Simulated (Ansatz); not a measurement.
An Ansatz (a quantum-chemistry and plane-wave program) run. Input:

Ansatz 0.2 input:
```yaml
crystal:
  lattice:
    - [4.3667447685, 0.0, 0.0]
    - [-2.1833723843, 3.7817119014, 0.0]
    - [0.0, 0.0, 9.4951118852]
  atoms:
    - { symbol: Ga, position: [0.4999032441, 0.0, 0.6666666667] }
    - { symbol: Ga, position: [0.0, 0.4999032441, 0.3333333333] }
    - { symbol: Ga, position: [0.5000967559, 0.5000967559, 0.0] }
    - { symbol: Sb, position: [0.4999445906, 0.0, 0.1666666667] }
    - { symbol: Sb, position: [0.0, 0.4999445906, 0.8333333333] }
    - { symbol: Sb, position: [0.5000554094, 0.5000554094, 0.5] }
kpoints:
  mp_grid: { grid: [11, 11, 5] }
hamiltonian:
  xc: r2scan
  pseudopotentials: { kind: paw }
scf:
  occupations: { method: gaussian, width: 0.05 }
checkpoint: { read: metal.run }
output: { write_density: true, elf: true, volumetric_format: npy }
basis: { fft_grid_basis: typed }
```

Output (shortened):

```
Pseudopotential: Ga, paw, valence charge 13
Pseudopotential: Sb, paw, valence charge 15
Functional definition: r2SCAN
Crystal: 6 atoms, lattice volume = 156.800 Å³
Basis set: ecut = 500 eV, 3941 PW (Γ), exchange–correlation on 128×128×288 points (64 copies of the dense FFT grid, shifted against one another)
Bands: 51, of which v1, the nominal top of the filled ones, is band 42 counted from 1 (41 counted from 0)
Symmetry: 6 space group operations
Space group: P3221 (ITA 154), of the structure as read, at distance tolerance 5.4e-5 Å
k-points: 68 of 605 (time reversal used)
Stability of the state it starts from, as read at its close in the unpolarized treatment …
iter 1 solved again at ethr=3.47e-7 eV; its pass at ethr=3.10e-3 eV (dr2=2.91e-4 eV) is discarded
SCF iter   1: F=—  HF=-30868.575894 eV  |F-HF|=—  |Δ(HF+E_count)|=         —  Δρ=9.88e-7  dr2=1.09e-9  dr2_τ=8.82e-11  ethr=3.47e-7  ⟨swp⟩=3.0  Hψ=22654  notcnv=0
preconditioner: auto → Resta (q_TF=auto, 2.459 Å⁻¹)
SCF iter   2: F=—  HF=-30868.575938 eV  |F-HF|=—  |Δ(HF+E_count)|=   4.40e-5  Δρ=5.63e-7  dr2=4.83e-10  dr2_τ=9.70e-11  ethr=1.30e-12  ⟨swp⟩=8.8  Hψ=15676  notcnv=0
SCF iter   3: F=-30868.575938 eV  HF=-30868.575938 eV  |F-HF|=1.38e-10  |Δ(HF+E_count)|=  1.60e-10  Δρ=3.47e-7  dr2=1.83e-10  dr2_τ=1.37e-11  ethr=1.00e-12  ⟨swp⟩=1.0  Hψ=8736  notcnv=0
the last iteration of the SCF fills more bands at one k-point than at another …
SCF 1 converged in 3 iterations: F = -30868.575938 eV  dr2 = 1.83e-10
SCF converged after 3 iterations
Free energy (F): -30868.575938 eV
Harris-Foulkes:  -30868.575938 eV  (|F-HF|=1.38e-10)
Internal energy: -30868.575937 eV  (E = F + TS)
E sigma→0 (E₀):  -30868.575938 eV
Entropy (-TS):   -0.000001 eV ( 0.000 meV/atom)
Fermi energy:    8.843416 eV
--- Per-component energies (eV) ---
  E_band       = -745.288693
  E_kinetic    = 963.350835
  E_local      = -10942.600673  (includes V_loc(G=0)·N_el)
  E_nonlocal   = 2368.673551
  E_hartree    = 5057.217020
  E_xc         = -567.859283
  E_vxc        = -484.651716  (∫ρ·V_xc dr)
  E_paw        = -19816.718566  (= ΣΔE_a)
  E_vpaw       = -2794.426302  (= ΣTr[D̂ρ^β])
  E_aug_tail   = -0.000140  (compensation charges beyond the density's cutoff)
  E_vtau       = 29.932248  (kinetic-family band-sum trace: ∫τ·v_τ [+ j·A + Jᵃ·Aᵃ] dr)
  E_ewald      = -7930.197581
  E_core_change = -0.441099  (= ΣΔE_core)
  E_smearing   = -0.000001  (= −TS)
  E_closure    =  0.000000  (closes the sum)
  Σ components = -30868.575938   (vs F -30868.575938, Δ=0.00e0)
  [band-id]    e_kinetic+e_local+e_nonlocal+2·e_hartree+e_vxc+e_vpaw+e_augmentation_tail+e_vtau = -745.288158   (vs E_band -745.288693, Δ=5.35e-4)
--- Band table (eV; the first three rows and the last of 68) ---
  k-point 0: bands = ["-20.9252", "-20.9252", "-20.9091", "-20.8963", "-20.8963", "-20.8944", "-20.8841", "-20.8841", "-20.8830", "-20.8786", "-20.8717", "-20.8717", "-20.8700", "-20.8628", "-20.8628", "-6.8691", "-6.8691", "-6.8570", "-6.8570", "-6.8367", …
  k-point 1: bands = ["-20.9283", "-20.9211", "-20.9101", "-20.8962", "-20.8962", "-20.8947", "-20.8847", "-20.8834", "-20.8829", "-20.8781", "-20.8734", "-20.8705", "-20.8695", "-20.8646", "-20.8614", "-6.8784", "-6.8598", "-6.8570", "-6.8531", "-6.8395", …
  k-point 2: bands = ["-20.9300", "-20.9167", "-20.9128", "-20.8960", "-20.8958", "-20.8952", "-20.8852", "-20.8830", "-20.8829", "-20.8769", "-20.8752", "-20.8698", "-20.8683", "-20.8665", "-20.8606", "-6.8835", "-6.8611", "-6.8484", "-6.8442", "-6.8437", …
  k-point 67: bands = ["-20.9267", "-20.9236", "-20.9162", "-20.8935", "-20.8927", "-20.8908", "-20.8823", "-20.8815", "-20.8806", "-20.8772", "-20.8740", "-20.8728", "-20.8643", "-20.8625", "-20.8609", "-6.9064", "-6.8963", "-6.8631", "-6.8566", "-6.8306", …
```

Cost: around 80 core-seconds (rough) on shared cores.

Space group P6_222. The start of the workflow was typed in or built on a structure type; neither database checked (COD, Materials Project) lists it. It is not the phase usual at ambient conditions (space group No. 216). Symmetry was held in the r²SCAN relaxation; its stability against distortions is not shown here. A small band overlap can be real or an error of a semilocal functional. Point labels and valley counts follow the cell and symmetry of the run, lower than the named group. Scalar-relativistic: spin–orbit coupling is off unless named, which matters more the heavier the elements.

Potentials: the later of the program's two PAW sets.

Ansatz is a plane-wave DFT program.
